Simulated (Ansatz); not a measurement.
Trial structure of HfAs4, not yet relaxed:

```
CELL_PARAMETERS angstrom
4.58055 0.00000 0.00000
0.00000 4.58055 0.00000
0.00000 0.00000 6.47787
ATOMIC_POSITIONS crystal
Hf 0.00000 0.00000 0.00000
As 0.50000 0.00000 0.25000
As 0.00000 0.50000 0.75000
As 0.50000 0.00000 0.75000
As 0.00000 0.50000 0.25000
```

Method: DFT PBE, scalar-relativistic, plane waves, PAW (Ansatz 0.2.0). Settings: cutoff 420 eV, Γ-centred mesh 4×4×4 on the computed 5-atom cell, Gaussian smearing of 0.10 eV; no spin polarisation.

Formation energies are uncorrected and refer to the elements' standard structures at the same level.

**Question.** What does a single point on this coarse mesh give?

**Answer.** The pressure is -6.4 GPa (the mean over three directions, positive in compression), the largest force is 0.22 eV/Å, and the energy is +0.12 eV/atom against the elements. The shortest distance is 2.81 Å.

**Question.** How much does it gain on relaxing, and where does it end?

**Answer.** Relaxing gains about 0.22 eV/atom (the start's value is from the coarse mesh, so the gain is rough) in 14 ionic steps and ends at −0.10 eV/atom on the finer mesh. The symmetry stays P4/mmm (No. 123). The volume per atom shrinks by 16.3 %, from 27.2 to 22.8 Å³. The shortest distance goes from 2.81 Å (Hf–As) to 2.48 Å (As–As). The ratio c/a of the conventional cell changes by a factor of 0.88. Conventional cell: a = 4.497 Å, c = 5.627 Å. Around Hf lie 8 As at 2.74 Å; As has 1 As at 2.48 Å, 2 Hf at 2.74 Å and 5 As at 3.15–3.18 Å.

The last run used an 8×8×8 mesh for its 5-atom cell and Gaussian smearing of 0.10 eV. These runs have no spin–orbit coupling, which can matter for Hf. The reference form of As is held partly by dispersion forces, which this level lacks. The relaxation can't lower the symmetry of the start. Symmetry constrained the relaxation, so the result can be a saddle point.
